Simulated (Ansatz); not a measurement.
Nb5Si3:
```
Nb5Si3
1.0
   -3.29326     3.29326     5.93960
    3.29326    -3.29326     5.93960
    3.29326     3.29326    -5.93960
Nb Si
10 6
Direct
  0.01782   0.18477   0.50000
  0.98218   0.81523   0.50000
  0.18477   0.68477   0.16695
  0.81523   0.31523   0.83305
  0.68477   0.51782   0.50000
  0.31523   0.48218   0.50000
  0.51782   0.01782   0.83305
  0.48218   0.98218   0.16695
  0.50000   0.50000   0.00000
  0.00000   0.00000   0.00000
  0.12862   0.62862   0.75724
  0.87138   0.37138   0.24276
  0.62862   0.87138   0.50000
  0.37138   0.12862   0.50000
  0.75000   0.75000   0.00000
  0.25000   0.25000   0.00000
```

Relaxed with r²SCAN.

Map the electron localisation function on the plane through (0.500, 0.500, 0.000) spanned by u = [1, 0, 1] and v = [0, 1, 1] in lattice vectors, from plane-wave PAW r²SCAN (Ansatz code).

x is the fraction of u, y of v (the angle between them is 90°; rows are the nearest grid lines); atoms in the plane: Nb at (0.00, 0.00), Nb at (0.50, 0.50), Si at (0.63, 0.13), Si at (0.37, 0.87), Si at (0.13, 0.37), Si at (0.87, 0.63).
```
| :%@#:.=%@@%###%%%%###%@@%=.:#@%: |
|:+@@*..+%@%*==*#%%%###%%%#=.:*@@+:|
|@@%+:.-#%#-.:..-*##*+=++++=:.:+%@@|
|#*+:.:+%%*::#=.:*##+=--==+=-..:=*#|
|...:-+#%@#=:::-*%%#*=---+*##*+-:..|
|=====+#%%%*+==*%@@%*+===*#%%%%#*+=|
|@%#+==+*#%@@@%%#**++++*#%%%#**#%@@|
|@%#+=--=*#%%#*+-::::-+*%@%*=::-*%@|
|%%*+---=+***=:.......-*%@%+:::.-*%|
|##*+===+++-..:+#%@%+:.:*%%=:-=..=#|
|##**++***+:.:+%@@@@%+..+%%*-...-*#|
|%%%##%%@%*:.=@@*..*@%-.:*@@%***#%%|
|%%#***%@@*:.-%@*..*@@=.:*%@%%##%%%|
|#*-...-*%%+..+%@@@@%+:.:+***++**##|
|#=..=-:=%%*:.:+%@%#+:..-+++===+*##|
|%*-.:::+%@%*-.......:=***+=---+*%%|
|@%*-::=*%@%*+-::::-+*#%%#*=--=+#%@|
|@@%#**#%%%#*++++**#%%@@@%#*+==+#%@|
|=+*#%%%%#*===+*%@@%*==+*%%%#+=====|
|..:-+*##*+---=*#%%*-:::=#@%#+-:...|
|#*=:..-=+==--=+##*:.=#::*%%+:.:+*#|
|@@%+:.:=++++=+*##*-..:.-#%#-.:+%@@|
|:+@@*:.=#%%%###%%%#*==*%@%+..*@@+:|
| :%@#:.=%@@%###%%%%###%@@%=.:#@%: |
```
Scale: ten equal steps from 0.077 (start of ' ') to 0.772 (end of '@'), in the order ' .:-=+*#%@'; x runs from 0.000 to 1.00, y from 0.000 (bottom) to 1.00 (top).

The density is the valence pseudo-density with augmentation charge, so density and ELF within about 1 Å of a nucleus are not all-electron values.

Space group I4/mcm. The workflow started from a Materials Project entry (that database holds measured and hypothetical structures alike); the Crystallography Open Database files this formula in space group No. 140, but the cells were not matched. Whether it is the stable phase at ambient conditions was not checked. The cell was relaxed with r²SCAN under the symmetry of its start; its stability against distortions is not shown here. No spin polarisation was allowed.

Potentials: the later of the program's two PAW sets.
